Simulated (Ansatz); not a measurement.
TiGa3:
```cif
data_Ga6Ti2
_chemical_formula_sum 'Ti2 Ga6'
_space_group_name_H-M_alt 'I4/mmm'
_space_group_IT_number 139
_space_group_name_Hall '-I 4 2'
_cell_length_a 3.76135
_cell_length_b 3.76135
_cell_length_c 8.73198
_cell_angle_alpha 90.000
_cell_angle_beta 90.000
_cell_angle_gamma 90.000
loop_
_atom_site_label
_atom_site_type_symbol
_atom_site_symmetry_multiplicity
_atom_site_Wyckoff_symbol
_atom_site_fract_x
_atom_site_fract_y
_atom_site_fract_z
_atom_site_occupancy
Ti1 Ti 2 a 0.00000 0.00000 0.00000 1
Ga1 Ga 4 d 0.00000 0.50000 0.25000 1
Ga2 Ga 2 b 0.00000 0.00000 0.50000 1
```
(The calculation used a cell of 4 atoms; values per cell refer to that cell.)

Relaxed with r²SCAN.

Q: Which orbitals make up the states near the Fermi level in r²SCAN (plane waves, PAW; program Ansatz)?

A: Within 0.5 eV of the Fermi level: Ti 3d 68 %, Ga 4p 27 %. Projections are on Löwdin-orthogonalised atomic valence shells; empty p or d shells of many metals are not among them.

Q: Tabulate the density of states.

A: States/eV per cell of 4 atoms, in 0.25 eV bins, energy from the Fermi level.

```csv
E (eV),total,Ti 3d,Ga 4p,Ga 4s
-7.85,0.92,0.05,0.42,0.39
-7.60,0.89,0.06,0.40,0.38
-7.35,0.87,0.07,0.39,0.37
-7.10,0.73,0.06,0.33,0.31
-6.85,0.64,0.05,0.29,0.27
-6.60,0.67,0.06,0.31,0.27
-6.35,0.78,0.07,0.36,0.30
-6.10,0.93,0.07,0.42,0.37
-5.85,1.14,0.09,0.49,0.47
-5.60,1.14,0.11,0.47,0.49
-5.35,1.06,0.11,0.43,0.45
-5.10,1.00,0.12,0.41,0.42
-4.85,0.95,0.12,0.38,0.40
-4.60,0.96,0.12,0.38,0.40
-4.35,1.05,0.12,0.46,0.41
-4.10,0.91,0.11,0.44,0.31
-3.85,1.02,0.13,0.54,0.28
-3.60,1.09,0.15,0.70,0.18
-3.35,1.46,0.23,0.96,0.19
-3.10,1.35,0.24,0.83,0.21
-2.85,1.38,0.26,0.83,0.22
-2.60,1.52,0.30,0.92,0.23
-2.35,1.64,0.38,0.97,0.22
-2.10,1.87,0.48,1.10,0.22
-1.85,1.98,0.59,1.13,0.19
-1.60,2.30,0.79,1.27,0.17
-1.35,3.20,1.33,1.63,0.16
-1.10,2.44,1.16,1.07,0.14
-0.85,2.11,1.10,0.83,0.12
-0.60,2.17,1.27,0.74,0.10
-0.35,2.12,1.37,0.62,0.08
-0.10,1.41,0.94,0.39,0.05
0.15,1.18,0.82,0.29,0.04
0.40,1.07,0.80,0.23,0.02
0.65,1.00,0.81,0.16,0.01
0.90,0.89,0.76,0.10,0.01
1.15,1.13,0.77,0.24,0.08
1.40,3.03,1.82,0.70,0.36
1.65,3.46,2.28,0.71,0.32
1.90,4.50,3.50,0.58,0.28
2.15,2.61,1.71,0.54,0.26
2.40,3.97,2.08,0.96,0.71
2.65,3.54,1.84,0.74,0.77
2.90,3.11,1.64,0.62,0.64
3.15,2.81,1.29,0.70,0.57
3.40,2.34,0.89,0.74,0.49
3.65,2.00,0.69,0.71,0.38
3.90,2.01,0.63,0.79,0.35
4.15,1.94,0.54,0.83,0.33
4.40,1.79,0.45,0.80,0.29
4.65,1.70,0.39,0.79,0.27
4.90,1.88,0.40,0.90,0.30
```

The first step of the workflow began from a Materials Project structure, measured or hypothetical; the Crystallography Open Database files this formula in space group No. 139, but the cells were not matched. Its standing as an ambient phase is unchecked. Symmetry was held in the r²SCAN relaxation; its stability against distortions is not shown here. No spin polarisation was allowed. Spin–orbit coupling is left out wherever it is not named.

Potentials: the later of the program's two PAW sets.
